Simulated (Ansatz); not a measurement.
# Magnetic orders of VOF

All numbers below come from Ansatz, DFT PBEsol, scalar-relativistic, plane waves, PAW.

```
V O F
1.0
     3.21829   -3.51498    0.00000
     3.21829    3.51498    0.00000
     0.00000    0.00000    3.08318
V O F
2 2 2
Direct
  0.00000 0.00000 0.00000
  0.50000 0.50000 0.50000
  0.29974 0.29974 0.00000
  0.70026 0.70026 0.00000
  0.19582 0.80418 0.50000
  0.80418 0.19582 0.50000
```

```json
{
  "plane-wave cutoff": "420 eV",
  "Γ-centred k-mesh": "8×8×12",
  "occupation rule": "Gaussian smearing, 0.1 eV",
  "list of starting moments (μB, in atom order)": "2 2 0 0 0 0",
  "check for lower electronic states after the SCF": "off"
}
```

All runs keep this geometry, which isn't relaxed for the lowest state (largest force there 0.043 eV/Å, pressure -12.9 GPa; forces reach 0.47 eV/Å in another state) and needn't be a stable compound; relaxing each order would shift the differences by some 36 meV/atom, going by the pressures and a bulk modulus of about 150 GPa. Signs run over the atoms with starting moments. The large starts are 3.5 3.5 0 0 0 0 μB. The small starts are 0.5 0.5 0 0 0 0 μB. No Hubbard U is used, and semilocal functionals often make open-shell oxides metallic. Site moments are spin moments in atom-centred spheres that scale with the neighbour distance. The states are those that the runs reached from these starts; a lower one can exist.

Problem. Starts tried: no spin; ferromagnetic; large parallel starting moments; antiferromagnetic in the cell, signs +-; small parallel starting moments. Which state comes out lowest, and what are the moments?

Solution. The lowest state is ferromagnetic, reached from the start “ferromagnetic” and the start “large parallel starting moments” and the start “small parallel starting moments”, with site moments (μB) V +1.60, V +1.53, O -0.09 (×2).

```
                                  start ends energy above lowest (meV/atom) site moments (μB) gap on mesh (eV) P (GPa)
                                no spin non-magnetic                             203                  none over 0.05             metal    -17.7
                          ferromagnetic ferromagnetic                            0.00  V +1.60, V +1.53, O -0.09 (×2) metal    -12.9
        large parallel starting moments ferromagnetic                            0.00  V +1.60, V +1.53, O -0.09 (×2) metal    -12.9
antiferromagnetic in the cell, signs +-  ferrimagnetic                            59.7                V +1.39, V -1.39             metal    -12.9
        small parallel starting moments ferromagnetic                            0.00  V +1.60, V +1.53, O -0.09 (×2) metal    -12.9
```

Cost: 5 runs of about 4.2 core-minutes in all, on AMD EPYC 7B13 (Zen 3) (shared hosts).